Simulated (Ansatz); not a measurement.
**Bi, fcc: geometry optimisation**

Computed with DFT, LDA (PW92), plane waves (420 eV) with PAW, scalar-relativistic in Ansatz. (PAW data from PBE, frozen cores regenerated.)

k-point mesh 11×11×11, Fermi-Dirac smearing 0.1 eV, no spin polarisation. Cell and atoms relax.

Starting structure:

```yaml
crystal:
  lattice:
    - [0.0, 2.5158775227, 2.5158775227]
    - [2.5158775227, 0.0, 2.5158775227]
    - [2.5158775227, 2.5158775227, 0.0]
  atoms:
    - { symbol: Bi, position: [0.0, 0.0, 0.0] }
hamiltonian:
  xc: lda
  pseudopotentials:
    kind: paw
    azcp:
      Bi: "pseudopotentials/Bi.paw.azcp"
basis:
  ecutwfc: 420
  fft_grid_basis: typed
kpoints:
  mp_grid: { grid: [11, 11, 11], shift: [0, 0, 0] }
magnetization:
  spin_polarized: false
scf:
  occupations: { method: fermi_dirac, width: 0.1 }
relax:
  max_steps: 60
  f_tol: 0.01
  cell: {}
```

**Question.** What cell does the relaxation end in?

**Answer.** Fm-3m with a = 4.907 Å; 29.53 Å³ per atom against 31.85 at the start (-7.3 %).

**Question.** How much energy does the relaxation gain?

**Answer.** 30.3 meV per atom.
